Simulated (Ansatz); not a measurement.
## GaCoAs: reading a single point

```
Co Ga As
1.0
     6.83652    0.00000    0.00000
     0.00000    4.26486    0.00000
     0.00000    0.00000    6.84339
Co Ga As
4 4 4
Direct
  0.80300 0.25000 0.60800
  0.69700 0.75000 0.10800
  0.30300 0.25000 0.89200
  0.19700 0.75000 0.39200
  0.16900 0.25000 0.57600
  0.33100 0.75000 0.07600
  0.66900 0.25000 0.92400
  0.83100 0.75000 0.42400
  0.01400 0.25000 0.18300
  0.48600 0.75000 0.68300
  0.51400 0.25000 0.31700
  0.98600 0.75000 0.81700
```

Method: PBE, no spin polarisation; PAW, plane waves to 420 eV, 5×8×5 Γ-centred mesh, fermi-dirac occupations (width 0.1 eV) (Ansatz 0.2.0), atoms fixed.

**Question.** What is the formation energy?

**Answer.** 0.28 eV an atom against the elements' usual phases (free molecules for gases, crystals otherwise, with no correction for O₂ or N₂), so at this geometry it isn't bound against them. Relaxing would lower it.

**Question.** Describe some of the short contacts.

**Answer.** Co–Ga at 2.35 Å: least valence density 0.44 e/Å³ and ELF 0.40 there. As–Co at 2.81 Å: least valence density 0.25 e/Å³ and ELF 0.38 there. As–Ga at 2.89 Å: least valence density 0.21 e/Å³ and ELF 0.32 there. These are pseudo-fields; inside the PAW spheres they differ from the all-electron ones.

**Question.** Is there a gap?

**Answer.** It is a metal, with about 9.7 states/eV a cell as the mean within 0.25 eV of the Fermi level, mostly Co d (61 %) and As p (18 %).

**Question.** Which atom feels the largest force, and which way?

**Answer.** The largest is on As9 (and as large on other atoms): 0.73 eV/Å, components (0.69, 0.00, -0.23). It makes 27° with the line to a nearest neighbour, Co3 at 2.81 Å, pointing towards it.

**Question.** What does the stress say?

**Answer.** The pressure is -6.6 GPa (compression positive), so with the atoms held at these fractions the cell would first shrink. The principal stresses -9.6, -7.7, -2.5 GPa differ, so its shape would change too.

Origin: a known structure type with other elements, at an estimated volume, so it need not be a known compound. Caveats: no spin polarisation, so a magnetic state may lie lower.
